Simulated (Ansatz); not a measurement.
ScPd under compression and expansion

```cif
data_structure
_symmetry_space_group_name_H-M 'Pm-3m'
_symmetry_Int_Tables_number 221
_cell_length_a 3.2830
_cell_length_b 3.2830
_cell_length_c 3.2830
_cell_angle_alpha 90.000
_cell_angle_beta 90.000
_cell_angle_gamma 90.000
_cell_volume 35.38
loop_
_atom_site_label
_atom_site_type_symbol
_atom_site_symmetry_multiplicity
_atom_site_Wyckoff_symbol
_atom_site_fract_x
_atom_site_fract_y
_atom_site_fract_z
_atom_site_occupancy
Sc1 Sc 1 b 0.50000 0.50000 0.50000 1
Pd1 Pd 1 a 0.00000 0.00000 0.00000 1
```

The runs use the primitive cell with vectors (3.283, 0.000, 0.000), (0.000, 3.283, 0.000), (0.000, 0.000, 3.283) Å, to which the k mesh refers.

The cell is COD entry 1523179, as deposited and not checked against the literature; nothing was relaxed.

Spin polarisation is left out, and whether a magnetic state lies lower isn't shown here.

Levels of theory: DFT, PBEsol, all-electron LAPW, scalar-relativistic (Ansatz 0.2.0); DFT, PBEsol, PAW with Ansatz's default frozen-core files, scalar-relativistic (Ansatz 0.2.0).

For LAPW: a Γ-centred 12×12×12 k mesh, Fermi–Dirac smearing of 0.05 eV, basis error target 0.25 meV/atom, no spin polarisation. PAW takes a cutoff of 420 eV at this cell (files made with PBE, cores remade for this functional). The Ansatz runs share mesh, smearing and spin set-up. Plane-wave (PAW) pressures include the program's estimate of the Pulay term.

The cell above is scaled evenly, with fractional coordinates and shape held.

Estimate the equilibrium volume and bulk modulus that LAPW (all electrons) gives for this fixed shape.

V0 = 17.45 Å³/atom, B0 = 124 GPa, B0′ = 4.4, from a third-order Birch–Murnaghan fit to these pressures:
| V/V(cell) | V (Å³/atom) | P, LAPW (GPa) | P, PAW (GPa) | free energy over the lowest listed, PAW (meV/atom) |
| --- | --- | --- | --- | --- |
| 0.9400 | 16.631 | 6.61 | 6.61 | 16.1 |
| 0.9600 | 16.985 | 3.55 | 3.55 | 4.9 |
| 0.9800 | 17.338 | 0.80 | 0.80 | 0.2 |
| 0.9900 | 17.515 | -0.47 | -0.47 | 0.0 |
| 1.0000 | 17.692 | -1.67 | -1.67 | 1.2 |
| 1.0100 | 17.869 | -2.81 | -2.81 | 3.7 |
| 1.0200 | 18.046 | -3.89 | -3.88 | 7.4 |
| 1.0400 | 18.400 | -5.87 | -5.87 | 18.2 |
| 1.0600 | 18.754 | -7.65 | -7.64 | 33.1 |

PAW's V0 lies 0.00 % from the all-electron value and its B0 -0.1 %. Symmetry fixes shape and coordinates here, so this is the relaxed modulus.
